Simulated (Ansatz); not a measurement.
Space group C2/c (No. 15). a = 10.687 Å, b = 6.655 Å, c = 6.284 Å, α = 90.00°, β = 120.90°, γ = 90.00°
```json
{"atom": "Ni", "site": "8f", "symmetry": "1", "x": "0.5743", "y": "0.2457", "z": "0.6484"}
{"atom": "Ni", "site": "4c", "symmetry": "-1", "x": "0.2500", "y": "0.2500", "z": "0.0000"}
{"atom": "Ni", "site": "8f", "symmetry": "1", "x": "0.1734", "y": "0.9136", "z": "0.0857"}
{"atom": "Ge", "site": "4e", "symmetry": "2", "x": "0.5000", "y": "0.3938", "z": "0.2500"}
{"atom": "Ge", "site": "8f", "symmetry": "1", "x": "0.3507", "y": "0.9348", "z": "0.9528"}
```

Equation of state of this Ni5Ge3 structure (not necessarily the ground state), with shape and atoms relaxed at each volume where symmetry leaves them free. It has no gap at any of these volumes. These are results of Ansatz, DFT PBEsol, scalar-relativistic, plane waves, PAW, not measurements.

Settings: cutoff 420 eV, Γ-centred mesh 8×8×8 on the computed 16-atom cell, Gaussian smearing of 0.10 eV; no spin polarisation.

```json
{"V (Å³/atom)": "10.906", "E − E(largest V) (meV/atom)": "9.39", "P (GPa)": "21.62"}
{"V (Å³/atom)": "11.266", "E − E(largest V) (meV/atom)": "-29.26", "P (GPa)": "13.12"}
{"V (Å³/atom)": "11.625", "E − E(largest V) (meV/atom)": "-50.42", "P (GPa)": "5.99"}
{"V (Å³/atom)": "11.985", "E − E(largest V) (meV/atom)": "-56.89", "P (GPa)": "0.00"}
{"V (Å³/atom)": "12.344", "E − E(largest V) (meV/atom)": "-51.03", "P (GPa)": "-5.03"}
{"V (Å³/atom)": "12.704", "E − E(largest V) (meV/atom)": "-34.83", "P (GPa)": "-9.25"}
{"V (Å³/atom)": "13.183", "E − E(largest V) (meV/atom)": "0.00", "P (GPa)": "-13.82"}
```

Problem. Fit a third-order Birch–Murnaghan equation to E(V).

Solution. V0 = 11.98 Å³/atom, B0 = 183 GPa, B0' = 4.8.

Cost: 7 runs of about 2.1 core-hours in all, on Oxide Virtual Turin-like Processor (Zen 5) (shared hosts).